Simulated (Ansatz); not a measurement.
Starting structure of a cell relaxation (symmetry kept):

```
CELL_PARAMETERS angstrom
-1.87420 1.95245 8.31415
1.87420 -1.95245 8.31415
1.87420 1.95245 -8.31415
ATOMIC_POSITIONS crystal
W 0.00000 0.00000 0.00000
I 0.16072 0.16072 0.00000
I 0.83928 0.83928 0.00000
O 0.50000 0.00000 0.50000
O 0.00000 0.50000 0.50000
```

Computed with DFT PBE+U+D3(BJ), scalar-relativistic, plane waves, PAW in Ansatz 0.2.0.

Settings: cutoff 420 eV, Γ-centred mesh 14×14×14 on the computed 5-atom cell, Gaussian smearing of 0.01 eV; U_eff W 6.20 eV on the d shells (Löwdin-orthogonalised atomic orbitals); no spin polarisation.

Q: What does it relax to?

A: The volume rises by 0.72 Å³/atom to 25.06 Å³/atom, and the energy falls by 34.4 meV/atom. Final structure:
```
W I O
1.0
    -1.92354    1.92356    8.46716
     1.92354   -1.92356    8.46716
     1.92354    1.92356   -8.46716
W I O
1 2 2
Direct
  0.00000 0.00000 0.00000
  0.16127 0.16127 0.00000
  0.83873 0.83873 0.00000
  0.50000 0.00000 0.50000
  0.00000 0.50000 0.50000
```

Course of the relaxation (steps run on the plane waves of an earlier cell, and the basis is chosen afresh near the end, so energy and pressure can step there; trial steps that raised the energy were taken back; energies are free energies):

```
step E − E_final (meV/atom) largest force component (eV/Å) P (GPa) V (Å³/atom)
   1                    34.4                           0.491     1.86        24.34
   2                     5.5                           0.087     3.30        24.68
   3                    19.7                           0.590    -5.20        25.73
   4                     2.6                           0.190    -2.17        25.17
   5                     1.5                           0.030    -0.19        25.12
   6                     1.2                           0.001     0.09        25.00
   7                     1.2                           0.001    -0.02        25.02
   8                     0.0                           0.001     0.06        25.02
   9                     0.1                           0.001     0.00        25.06
  10                     0.0                           0.001     0.00        25.06
```

Spin–orbit coupling is left out, which can shift energies with elements as heavy as these. An atom lies near a switch of its D3 coefficient C6 between reference coordination numbers, so the dispersion energy changes steeply there and can make or shift the minimum.

Cost: 1 run of about 19 core-minutes, on Arm Neoverse V2 (shared hosts).